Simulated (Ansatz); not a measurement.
**Defects and dopants in GdCu2**

Calculated with the plane-wave PAW code Ansatz (scalar-relativistic, PAW set soft_2), not measured. The host crystal, relaxed (Kohn–Sham gap 0.00 eV):

Space group Imma (No. 74). a = 4.276 Å, b = 6.740 Å, c = 7.225 Å, α = 90.00°, β = 90.00°, γ = 90.00°
| atom | site | symmetry | x | y | z |
| --- | --- | --- | --- | --- | --- |
| Cu | 8h | m.. | 0.5000 | 0.0549 | 0.8351 |
| Gd | 4e | mm2 | 0.5000 | 0.2500 | 0.4552 |

Atoms are relaxed in small periodic supercells at the host's cell. Formation energies are those of the neutral defect, with atoms from and to the elements' standard states and no corrections; they are left out where an element with a U changes, an open 4f shell is known to end too high at times, atoms moved far or the cell holds a carrier in a band. Distances are those to the atoms of the nearest element, out to 1.25 times the shortest (mean and range); atoms of other elements can lie among them. They are left out where the atom moved off its site or the cell is too small to hold the shell. Moments under 0.05 μB aren't shown.

```
                           defect  method  host atoms  formation energy (eV)                nearest element, host → defect (Å)  notes
Cu on a Gd site + Gd on a Cu site  PBEsol          24                      –                                                 –    a b
                   O interstitial  PBEsol          24                  -2.85                                 2 Gd: 1.91 → 2.10      c
                       Gd vacancy  PBEsol          24                   3.07  12 Cu: 3.00 (2.93 to 3.09) → 3.01 (2.87 to 3.16)      –
```

Notes: a, atoms moved by 0.8 Å or more, so the name tells the start and not the end, and no energy is given; b, most atoms moved far, the host may distort by itself; c, one start site alone, and another structure may lie lower.

Caveats: Gd without a U keeps its half-filled shell, but its 4f levels lie too near the Fermi level; one start alone; open f or d shells may hold a state above the lowest; small cells.
